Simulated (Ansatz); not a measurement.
A geometry of NbAs away from equilibrium: step 4 of the relaxation of a relaxed NbAs cell displaced along its unstable phonon at q = (½, ½, 0) of its primitive reciprocal cell (66i cm⁻¹), largest move 0.15 Å. Level of theory: PBEsol (plane waves to 420 eV, PAW, scalar-relativistic; Ansatz, a first-principles code). Γ-centred k-mesh 9×9×5 on the run's cell (coarser than for final values), Fermi–Dirac smearing 0.05 eV. The plane waves were selected for a different cell earlier on the path.

```
NbAs
1.0
    6.94039     0.00000     0.00000
    3.47020     3.64558     0.00000
    0.00000     0.00000     6.71973
As Nb
4 4
Direct
  0.75000   0.50000   0.92124
  0.25000   0.50000   0.07876
  0.25000   0.00000   0.50000
  0.75000   0.00000   0.50000
  0.93699   0.12602   0.23803
  0.56301   0.87398   0.23803
  0.06301   0.87398   0.76197
  0.43699   0.12602   0.76197
```

Problem. Give the Cartesian forces on all atoms (eV/Å).

Solution. 
```tsv
atom	Fx	Fy	Fz
As1	0.00	0.00	-0.43
As2	0.00	0.00	0.43
As3	0.00	0.00	0.00
As4	0.00	0.00	0.00
Nb5	0.00	-0.45	-0.02
Nb6	0.00	0.45	-0.02
Nb7	0.00	0.45	0.02
Nb8	0.00	-0.45	0.02
```

The path ends in Cmme (No. 67). No spin polarisation in the result.

The run could not lose the symmetry of its start, so the end can be a saddle point.

The end of the path is a generated cell of NbAs: the first start was made by placing the elements on the sites of a structure type, and the end was not matched to a known phase here, so it may be hypothetical.
